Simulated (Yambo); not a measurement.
HfS₂ (CdI2 type, space group P-3m1, No. 164); a = 3.640 Å, b = 3.640 Å, c = 6.056 Å, α = 90.00°, β = 90.00°, γ = 120.00°. With the G0W0 scissor the direct gap on the mesh is 3.21 eV. Axes are Cartesian, with cell vectors (Å) (3.64, 0.00, 0.00), (-1.82, 3.15, 0.00), (0.00, 0.00, 6.06).

### Question
Can the lowest exciton of this BSE run be trusted, and with what binding energy? (Yambo, LDA bands; 9×9×6 mesh, 6 valence and 4 conduction bands, static screening with 36 bands and a 4 Ry block, scissor 1.41 eV, Tamm-Dancoff.)

### Answer
No. The lowest state covers only about 30 of the 486 k points, so the mesh doesn't resolve it: its energy and its distance from the direct gap are mesh artefacts. An extended exciton needs a far denser mesh. The scissor comes from a G0W0 run whose convergence isn't established. Without spin-orbit coupling, band edges of such heavy elements can be off by tenths of an eV.

Geometry of the Materials Project entry, not relaxed at this level.

The distance between layers or molecules is the database entry's, not relaxed here. Functionals without dispersion can leave it too large, which widens gaps and weakens the response across layers: the numbers belong to this cell.
